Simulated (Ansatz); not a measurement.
TiO$_{2}$:
```xyz
12
Lattice="4.4984 0.0000 0.0000 0.0000 5.4398 0.0000 0.0000 0.0000 4.8412" Properties=species:S:1:pos:R:3 pbc="T T T"
Ti     2.2492     3.6666     3.6309
Ti     2.2492     1.7732     1.2103
Ti     0.0000     4.4931     1.2103
Ti     0.0000     0.9467     3.6309
O      3.2768     3.3601     0.3942
O      1.2216     2.0797     4.4470
O      3.4708     4.7996     2.8148
O      1.0276     0.6402     2.0264
O      1.0276     4.7996     4.4470
O      3.4708     0.6402     0.3942
O      1.2216     3.3601     2.0264
O      3.2768     2.0797     2.8148
```

Cartesian axes are those of the cell as given.

Question: Give the high-frequency dielectric tensor and the Born effective charge tensors of the independent atoms from DFPT, the program Ansatz at the LDA level (PAW).

Answer: 
ε∞:
```
8.09  0.00  0.00
0.00  6.66  0.00
0.00  0.00  7.66
```
Z* of atom 1 (Ti), rows: field, columns: displacement, in e:
```
 6.76   0.00  -0.35
 0.00   5.51   0.00
-0.14   0.00   6.59
```
Z* of atom 5 (O), rows: field, columns: displacement, in e:
```
-3.38  -1.51  -1.56
-1.27  -2.75  -0.07
-1.35   0.00  -3.29
```

Space group Pbcn. This is a known high-pressure phase of the composition, computed here at zero pressure and temperature. Symmetry was held in the LDA relaxation; whether a distortion lowers the energy is not shown. No spin polarisation was allowed.

Potentials: the later of the program's two PAW sets.
